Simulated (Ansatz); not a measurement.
Fe$_{3}$Co in space group P4/mmm (No. 123; Fe on 1c, Fe on 2e, Co on 1a) at seven volumes, DFT-PBEsol in the program Ansatz with PAW potentials, shape and atoms relaxed at each. One row is withheld.

```csv
V (Å³/atom),P (GPa)
9.998,25.37
10.328,15.50
10.658,7.06
10.987,0.00
11.317,-5.81
11.646,-10.68
11.976,?
```

Q: Fit the shown pressures and predict the withheld one.

A: Third-order Birch–Murnaghan: P = (3/2)B₀(x^(7/2) − x^(5/2))[1 + (3/4)(B′ − 4)(x − 1)] with x = (V₀/V)^(2/3). Least squares on the six rows gives V₀ = 10.991 Å³/atom, B₀ = 212.9 GPa, B′ = 4.88. At V = 11.976, x = 0.9444 and P = -14.83 GPa. The run itself gave -14.88 GPa.

The workflow started from a Materials Project entry (that database holds measured and hypothetical structures alike); the Crystallography Open Database copy checked does not list it. Its standing as an ambient phase is unchecked. The PBEsol relaxation kept the symmetry of its start; whether a distortion lowers the energy is not shown. Magnetic state: ferromagnetic, chosen from 5 collinear starts compared on coarse meshes (ties went to the first, and starts can fall back to one state), not a proven ground state.

Potentials: the later of the program's two PAW sets.
